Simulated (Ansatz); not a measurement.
HgS in space group P4_2/mmc (No. 131; Hg on 2c, S on 2e), DFT-PBE in the program Ansatz with PAW potentials, all energies at zero smearing, with the estimated change up to a 700 eV cutoff added, with one set of potentials and settings (totals compare only within such a set). Cell of 4 atoms (2 Hg, 2 S): -29430.683 eV.

```tsv
element	reference phase	E (eV/atom)
Hg	P6_3/mmc, 2 atoms in the cell	-13813.4607
S	Fddd, 32 atoms in the cell	-902.0599
```

Formation energy per atom, worked out: (-29430.683 − 2×(-13813.4607) − 2×(-902.0599))/4 = 0.089 eV/atom (9 kJ per mol of atoms), at 0 K, without zero-point energy or fitted corrections.

The cell is a constructed one: a structure type filled with these elements; neither database checked (COD, Materials Project) lists it. COD files the formula under space group No. 152, 154, 166, 216, so this cell is another polymorph or a model. Its standing as an ambient phase is unchecked. The cell was relaxed with PBE under the symmetry of its start; its stability against distortions is not shown here. The references are the lowest solids computed at this level, not always the standard phases. Spin–orbit coupling is left out wherever it is not named.

Potentials: the later of the program's two PAW sets.
